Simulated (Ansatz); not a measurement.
ZnS in space group P4/nmm (No. 129; Zn on 2c, S on 2a), DFT-PBE+D3(BJ) in the program Ansatz with PAW potentials, all energies at zero smearing, with the estimated change up to a 700 eV cutoff added, with one set of potentials and settings (totals compare only within such a set). Cell of 4 atoms (2 Zn, 2 S): -8444.177 eV.

| element | reference phase | E (eV/atom) |
|---|---|---|
| Zn | P6_3/mmc, 2 atoms in the cell | -3319.4509 |
| S | Fddd, 32 atoms in the cell | -902.2565 |

Formation energy per atom, worked out: (-8444.177 − 2×(-3319.4509) − 2×(-902.2565))/4 = -0.190 eV/atom (-18 kJ per mol of atoms), at 0 K, without zero-point energy or fitted corrections.

A made-up cell: these elements were put on the sites of a structure type; neither database checked (COD, Materials Project) lists it. It is not the phase usual at ambient conditions (space group No. 186, 216). The PBE+D3(BJ) relaxation kept the symmetry of its start; whether a distortion lowers the energy is not shown. The references are the lowest solids computed at this level, not always the standard phases.

Potentials: the earlier of the program's two PAW sets.
